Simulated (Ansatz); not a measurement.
Total density of states per atom from DFT-r²SCAN in the program Ansatz with PAW potentials, in 0.25 eV bins, energy from the valence-band maximum:

(E (eV), states/eV/atom): (-7.86, 0.24); (-7.61, 0.26); (-7.36, 0.26); (-7.11, 0.27); (-6.86, 0.28); (-6.61, 0.32); (-6.36, 0.33); (-6.11, 0.33); (-5.86, 0.35); (-5.61, 0.34); (-5.36, 0.33); (-5.11, 0.39); (-4.86, 0.38); (-4.61, 0.40); (-4.36, 0.31); (-4.11, 0.31); (-3.86, 0.31); (-3.61, 0.32); (-3.36, 0.38); (-3.11, 0.24); (-2.86, 0.20); (-2.61, 0.20); (-2.36, 0.19); (-2.11, 0.15); (-1.86, 0.12); (-1.61, 0.10); (-1.36, 0.08); (-1.11, 0.06); (-0.86, 0.05); (-0.61, 0.03); (-0.36, 0.02); (-0.11, 0.00); (0.14, 0.00); (0.39, 0.00); (0.64, 0.00); (0.89, 0.00); (1.14, 0.00); (1.39, 0.00); (1.64, 0.00); (1.89, 0.00); (2.14, 0.00); (2.39, 0.00); (2.64, 0.00); (2.89, 0.00); (3.14, 0.00); (3.39, 0.00); (3.64, 0.00); (3.89, 0.02); (4.14, 0.03); (4.39, 0.05); (4.64, 0.07); (4.89, 0.14); (5.14, 0.23); (5.39, 0.28); (5.64, 0.32); (5.89, 0.32); (6.14, 0.31); (6.39, 0.31); (6.64, 0.31); (6.89, 0.31); (7.14, 0.31); (7.39, 0.29); (7.64, 0.32); (7.89, 0.35); (8.14, 0.38); (8.39, 0.40)

**Question.** Pick the material that matches.
(A) SnC8, Amm2 (Pearson symbol oS18)
(B) LiC6, P6/mmm (Li on 1a, C on 6k)
(C) C, Cmmm (C on 8p, C on 8q)
(D) TiC, rock salt

**Answer.** C, C, Cmmm (C on 8p, C on 8q). Top 1 eV of the valence band: C 2p 98 %. Bottom 1 eV of the conduction band: C 2p 67 %, C 2s 16 %, outside the projected shells 16 %. Projections are on Löwdin-orthogonalised atomic valence shells; empty p or d shells of many metals are not among them.

The start of the workflow was typed in or built on a structure type; the Crystallography Open Database copy checked does not list it. It is not the phase usual at ambient conditions (space group No. 194, 227). The r²SCAN relaxation kept the symmetry of its start; its stability against distortions is not shown here.

Potentials: the earlier of the program's two PAW sets.
